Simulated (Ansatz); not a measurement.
**Hf$_{3}$AlN$_{4}$ (I4/mmm)**

All numbers below come from DFT PBE, scalar-relativistic, plane waves, PAW (Ansatz).

Settings: cutoff 420 eV, Γ-centred mesh 12×12×12 on the computed 8-atom cell, Gaussian smearing of 0.10 eV; no spin polarisation.

The structure is relaxed at this level of theory with its symmetry kept, and needn't be the ground state of this composition.

```
CELL_PARAMETERS angstrom
-2.24202 2.24202 4.44144
2.24202 -2.24202 4.44144
2.24202 2.24202 -4.44144
ATOMIC_POSITIONS crystal
Hf 0.75000 0.25000 0.50000
Hf 0.25000 0.75000 0.50000
Hf 0.50000 0.50000 0.00000
Al 0.00000 0.00000 0.00000
N 0.50000 0.00000 0.50000
N 0.00000 0.50000 0.50000
N 0.22712 0.22712 0.00000
N 0.77288 0.77288 0.00000
```

* Space group: I4/mmm (No. 139)
* Volume per atom: 75.3 bohr³
* Formation energy from the elements' standard states (uncorrected): -1.404 eV/atom
* Kohn–Sham band gap: none (metal)
* Density of states at the Fermi level: 1.6 states/eV per cell
* Orbital (Löwdin) character within 0.5 eV of the Fermi level: Hf 5d 75 %, N 2p 16 %
* Bader charge by site (e): Hf (2 in the cell) 1.98, Hf (1 in the cell) 1.83, Al (1 in the cell) 2.41, N (2 in the cell) -2.07, N (2 in the cell) -2.04

Spin-orbit coupling is left out, which matters for the bands of heavy elements.

Another cell of Hf3AlN4 relaxed alike, in P4/mmm, lies 22 meV/atom lower, so this cell isn't the stable form at this level.

The cell was found from a structure generator's guess, not taken from experiment. Löwdin shares on free-atom orbitals overweight diffuse shells.
